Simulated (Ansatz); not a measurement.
Single point in Ansatz 0.2.0 with PBE, no spin polarisation. Cutoff 420 eV, PAW datasets, 6×6×8 Γ-centred k mesh, gaussian filling (width 0.0594 eV).

Computed maps in the lattice plane spanned by a (left to right, 6.99 Å, 21 points from zero) and b (bottom to top, 6.99 Å, 21 points from zero), 120° apart, at height 0.500 along c. The fields are smooth PAW ones with compensation charges, not the true ones near nuclei.

Valence density. Digits on a logarithmic scale: 0 up to 0.03 e/Å³, each further digit a factor of 1.6, 9 from 1.3 e/Å³ up:
```
444332223334459999444
444333334444458974444
797433456665544433344
999445678876543333349
998456899986533233379
995568999986432223499
954579999975322233489
444689999864322334455
344689998643333455544
334678876433345666544
334566654433467887643
333455544344689998643
223344554446899998643
223348995457999997532
223499995568999986432
333799984568999865332
334999944567887654333
344797433456665544433
444443333344444589744
444433222333445999944
444333222333349999744
```

Q: The cell is LiMgTl. Which atoms lie within 0.2 Å of this plane, and where (fractions of a and b)?

A: Mg at (0.76, 0.00), Mg at (0.24, 0.24), Mg at (0.00, 0.76), Tl at (0.67, 0.33), Tl at (0.33, 0.67). The whole cell:
```xyz
9
Lattice="6.9900 0.0000 0.0000 -3.4950 6.0535 0.0000 0.0000 0.0000 4.2750" Properties=species:S:1:pos:R:3 pbc="T T T"
Li    2.9619    0.0000    0.0000
Li    2.0140    3.4884    0.0000
Li   -1.4810    2.5651    0.0000
Mg    5.2788    0.0000    2.1375
Mg    0.8556    1.4819    2.1375
Mg   -2.6394    4.5716    2.1375
Tl    0.0000    0.0000    0.0000
Tl    3.4953    2.0176    2.1375
Tl   -0.0003    4.0359    2.1375
```

Origin: a known structure type with other elements, at an estimated volume, so it need not be a known compound.
